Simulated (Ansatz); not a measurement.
This run works on a proposed trial structure, not on a known crystal.

Input and command of a plane-wave DFT calculation in Ansatz:

```yaml
crystal:
  lattice:
    - [-0.0032531641, -4.6215545388, 0.0311717598]
    - [-5.894010639, -0.0046826088, 0.084369365]
    - [0.8915158219, 0.0421872538, -6.2612919714]
  atoms:
    - { symbol: Sn, position: [0.7042858871, 1.0102298518, 0.8618674016] }
    - { symbol: Sn, position: [0.2301218074, 0.0237344599, 0.1971399342] }
    - { symbol: Pb, position: [0.7891088391, 0.5562373136, 0.2257535007] }
    - { symbol: Pb, position: [0.2545346282, 0.4352223799, 0.7779475931] }
    - { symbol: O, position: [0.733575539, 0.3620587064, 0.8336428952] }
    - { symbol: O, position: [0.7527454671, 0.9183796213, 0.0945205857] }
    - { symbol: O, position: [0.3053103706, 0.0371001879, 0.8601609029] }
    - { symbol: O, position: [0.2303174615, 0.6570374792, 0.1489671866] }
basis:
  ecutwfc: 420
kpoints:
  mp_grid: { grid: [4, 4, 2] }
hamiltonian:
  xc: pbe
scf:
  occupations: { method: gaussian, width: 0.1 }
  lower_state_search: "off"
output:
  forces: true
  stress: true
  eigenvalues: true
relax:
  adjacent_minimum: "off"
  f_tol: 0.025
  max_steps: 60
  cell: { stress_tol: 0.25 }
```

```bash
ansatz run input.yaml --threads 1 --pin off --max-ram 2560MiB --backend cpu --events-out ev --progress --plain --runs-dir out
```

Processor: Arm Neoverse V2, 1 thread, on a host shared with other jobs.

Question: Estimate time, memory and problem size.

Answer: About 3.9 min, peak memory 0.44 GiB. It solves 48 bands at 20 k points (after reduction by symmetry) with about 3451 plane waves (on the last cell), in 102 SCF iterations over 13 ionic steps.
